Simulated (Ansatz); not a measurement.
Level: HSE06, no spin polarisation; 420 eV; 2×2×2 Γ-centred mesh; fermi-dirac occupations (width 0.1 eV); Ansatz 0.2.0, fixed geometry.

Computed maps in the lattice plane spanned by a (left to right, 6.16 Å, 19 points from zero) and b (bottom to top, 6.16 Å, 19 points from zero), 90° apart, at height 0.000 along c. The fields are smooth PAW ones with compensation charges, not the true ones near nuclei.

Valence density. Digits on a logarithmic scale: 0 up to 0.03 e/Å³, each further digit a factor of 1.6, 9 from 1.3 e/Å³ up:
```
9996542100001245699
9976543200002345679
7666654210012456666
5556554321123455655
4445554333333455544
2234444455554444432
1122334589985433221
0001235899998532100
0000135999999531000
0000135999999531000
0001235899998532100
1122334589985433221
2234444455554444432
4445554333333455544
5556554321123455655
7666654210012456666
9976543200002345679
9996542100001245699
9997542100001245799
```

ELF. Ten even steps from '0' (0.01) to '9' (0.79):
```
9962331000000133269
9613654100001456316
4236886300003688632
3368986310013689863
2358885111111588853
1146652112211256641
0013311135531113310
0000111367763111000
0000012579975210000
0000012579975210000
0000111367763111000
0013311135531113310
1146652112211256641
2358885111111588853
3368986310013689863
4236886300003688632
9613654100001456316
9962331000000133269
8994321000000123499
```

**Question.** The cell is VAg3Br4. Which atoms lie within 0.2 Å of this plane, and where (fractions of a and b)?

**Answer.** Ag at (0.50, 0.50), V at (0.00, 0.00). The whole cell:
```xyz
8
Lattice="0.0000 6.1611 0.0000 6.1611 0.0000 0.0000 3.0806 3.0806 -6.0177" Properties=species:S:1:pos:R:3 pbc="T T T"
Ag    3.0806    3.0806    0.0000
V     0.0000    0.0000    0.0000
Ag    6.1611    3.0806   -3.0088
Ag    3.0806    6.1611   -3.0088
Br    4.9338    1.2273   -1.2071
Br    4.3079    4.3079   -4.8105
Br    1.2273    4.9338   -1.2071
Br    8.0144    8.0144   -4.8105
```

Origin: a known structure type with other elements, at an estimated volume, so it need not be a known compound. Caveats: no spin polarisation, so a magnetic state may lie lower; hybrid functional on a coarse k mesh; atoms or cell far from equilibrium.
